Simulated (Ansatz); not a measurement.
A geometry of CsSnI₃ away from equilibrium: step 2 of the relaxation of a generated cell, CsSnI3 built in the AFLOW prototype AB3C_hR10_148_c_f_c (as in TiFeO3). These are PBEsol (plane waves to 420 eV, PAW, scalar-relativistic; Ansatz, a quantum-chemistry and plane-wave program) values and carry that method's errors. Γ-centred k-mesh 4×4×4 on the run's cell (coarser than for final values), Fermi–Dirac smearing 0.05 eV.

```xyz
10
Lattice="4.2396 2.4477 7.7739 -4.2396 2.4477 7.7739 0.0000 -4.8955 7.7739" Properties=species:S:1:pos:R:3:forces:R:3 pbc="T T T" free_energy=-67671.861 pressure_GPa=0.3
Sn     0.0000     0.0000     8.2610    0.0000    0.0000   -0.3023
Sn     0.0000     0.0000    15.0608    0.0000    0.0000    0.3023
I     -1.3126    -2.6932    13.6296    0.8826    0.3703    1.0755
I      2.9886     0.2099    13.6296   -0.7619    0.5792    1.0755
I     -1.6761     2.4833    13.6296   -0.1206   -0.9495    1.0755
I      1.3126     2.6932     9.6923   -0.8826   -0.3703   -1.0755
I     -2.9886    -0.2099     9.6923    0.7619   -0.5792   -1.0755
I      1.6761    -2.4833     9.6923    0.1206    0.9495   -1.0755
Cs     0.0000     0.0000     3.4714    0.0000    0.0000    0.2233
Cs     0.0000     0.0000    19.8505    0.0000    0.0000   -0.2233
```

Positions in Å, forces in eV/Å, free energy of the cell in eV (comparable only within this code, potentials and settings). Largest force: 1.44 eV/Å, on I3, I4, I5, I6, I7, I8 (atoms numbered as listed); the geometry lies 0.20 eV/atom above the end of its relaxation.

No spin polarisation in the result.

The run could not lose the symmetry of its start, so the end can be a saddle point.

The end of the path is a generated cell of CsSnI3: the first start was made by placing the elements on the sites of a structure type, and the end was not matched to a known phase here, so it may be hypothetical. Known forms of CsSnI3 include space group No. 62, 221.
